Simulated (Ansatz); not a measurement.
A geometry of NbRu away from equilibrium: step 3 of the relaxation of a relaxed NbRu cell, doubled along one cell vector, shaken by Gaussian noise of σ = 0.08 Å a coordinate. Computed with PBE (plane waves to 420 eV, PAW, scalar-relativistic; Ansatz, a program for electronic structure). Γ-centred k-mesh 4×11×5 on the run's cell (coarser than for final values), Fermi–Dirac smearing 0.05 eV.

```
CELL_PARAMETERS angstrom
      9.15471     0.01140     0.04148
      0.00380     3.07216    -0.00548
     -1.51410    -0.01405     6.84958
ATOMIC_POSITIONS crystal
  Nb 0.33920 0.99579 0.36109
  Nb 0.85253 0.00062 0.28944
  Nb 0.14878 0.00453 0.71373
  Nb 0.66342 0.00004 0.64085
  Nb 0.99609 0.00530 0.00232
  Nb 0.49952 0.00484 0.00564
  Ru 0.27026 0.49413 0.03725
  Ru 0.72694 0.49951 0.96098
  Ru 0.11265 0.49859 0.38092
  Ru 0.58926 0.50582 0.32557
  Ru 0.41402 0.50150 0.68204
  Ru 0.89187 0.48979 0.62615
```

### Question
What forces act on the atoms (eV/Å)?

### Answer
```csv
atom,Fx,Fy,Fz
Nb1,-0.54,0.07,-0.17
Nb2,-0.06,-0.05,0.35
Nb3,-0.10,-0.08,-0.14
Nb4,0.32,-0.04,0.47
Nb5,0.44,-0.13,-0.16
Nb6,0.14,-0.08,-0.30
Ru7,0.17,0.16,0.32
Ru8,-0.17,0.03,0.11
Ru9,-0.15,0.00,-0.45
Ru10,-0.23,-0.13,-0.22
Ru11,0.16,-0.04,0.01
Ru12,0.01,0.29,0.18
```

### Question
What is the pressure?

### Answer
-0.5 GPa, compression positive.

### Question
How much energy per atom can still be gained by relaxing?

### Answer
0.01 eV/atom; the path ends in P2/m (No. 10).

No spin polarisation in the result.

The end of the path is a generated cell of NbRu: the first start was made by placing the elements on the sites of a structure type, and the end was not matched to a known phase here, so it may be hypothetical.
